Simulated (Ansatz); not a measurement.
Question: Each is relaxed and computed with DFT-r²SCAN in the program Ansatz with PAW potentials. Which is the only one with a gap?
A. Hf2SnC, P6_3/mmc (Hf on 4f, Sn on 2d, C on 2a)
B. SnO2, anatase
C. SnAs, rock salt
D. YSnGe, Cmcm (Y on 4c, Sn on 4c, Ge on 4c)

Answer: B, SnO2, anatase. SnO2: gap 2.33 eV (indirect); YSnGe: metal; SnAs: metal; Hf2SnC: metal. Not the usual ambient phase: SnO2, anatase. Standing as an ambient phase not checked: YSnGe, Cmcm (Y on 4c, Sn on 4c, Ge on 4c); SnAs, rock salt; Hf2SnC, P6_3/mmc (Hf on 4f, Sn on 2d, C on 2a). All cells were relaxed under the symmetry of their starts (and spin orders); stability against distortions was not tested throughout. Rows with no word on spin ran without spin polarisation. Spin–orbit coupling is left out wherever it is not named.

Potentials: the later of the program's two PAW sets.
